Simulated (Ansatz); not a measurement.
FeNi:
```yaml
crystal:
  lattice:
    - [1.77671, -1.77708, 0.00000]
    - [1.77671, 1.77708, 0.00000]
    - [0.00000, 0.00000, 3.53500]
  atoms:
    - { symbol: Fe, position: [0.00000, 0.00000, 0.00000] }
    - { symbol: Ni, position: [0.50000, 0.50000, 0.50000] }
```
The run is spin-polarised; directions of the spins, atom by atom: ↑ ↑.

Relaxed with r²SCAN.

**Question.** Give the Bader charges and basin volumes of the independent atoms, r²SCAN (plane waves, PAW; program Ansatz).

**Answer.** 

| atom | Bader charge (e) | Bader volume (Å³) |
|---|---|---|
| Fe1 | +0.32 | 10.7 |
| Ni2 | -0.32 | 11.7 |

Space group P4/mmm (L1₀ or tetragonal B2). The first step of the workflow began from a Materials Project structure, measured or hypothetical; the Crystallography Open Database files this formula in space group No. 123, but the cells were not matched. Its standing as an ambient phase is unchecked. Symmetry was held in the r²SCAN relaxation; its stability against distortions is not shown here. Spin order of the final state: ferromagnetic, chosen from 5 collinear starts compared on coarse meshes (ties went to the first, and starts can fall back to one state), not a proven ground state. Other orbital occupations within this spin state were not tried.

Potentials: the later of the program's two PAW sets.
